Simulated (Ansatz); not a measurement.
Given:

TiO₂ (anatase)

```xyz
6
Lattice="-1.8849 1.8849 4.7777 1.8849 -1.8849 4.7777 1.8849 1.8849 -4.7777" Properties=species:S:1:pos:R:3 pbc="T T T"
Ti     0.0000     0.0000     4.7777
Ti     1.8849     0.0000     2.3889
O      0.0000     0.0000     2.7953
O      1.8849     0.0000     0.4064
O      1.8849     0.0000     4.3713
O      0.0000     0.0000     6.7602
```

In this cell atom 6 (O, nearest neighbour Ti at 1.928 Å; its periodic images, 3.8 Å or more away, move with it) is moved by s along Cartesian [111], unit vector (0.577, 0.577, 0.577); all other atoms and the cell stay fixed.

All values below come from PBEsol (plane waves to 420 eV, PAW, scalar-relativistic; Ansatz, an electronic-structure program). k mesh 10×10×10 (Γ-centred), Fermi-Dirac smearing 0.05 eV. Energies are smeared free energies. The PAW data are Ansatz's earlier set. TiO2 is run without spin polarisation. TiO2 was relaxed with its symmetry unable to fall. The zero of ΔE is the undisplaced structure.

The scan covers s from -0.190 to 0.190 Å in 11 points.

Question: Is this a single well or a double well?

Answer: A single well with its minimum at or next to zero displacement.

Question: Is the energy the same for displacements of ±0.190 Å, and if not, which side lies higher?

Answer: Not even: the negative side lies higher at ±0.190 Å. With its periodic images moving along, the atom's site symmetry in this cell is mm2.

Question: What is the force constant k = d²E/ds² of this move at s = 0?

Answer: 10.2 eV/Å².

(For displaced atoms, the force is minus the slope of the energy, and its curvature is a force constant, which sets phonon frequencies.)
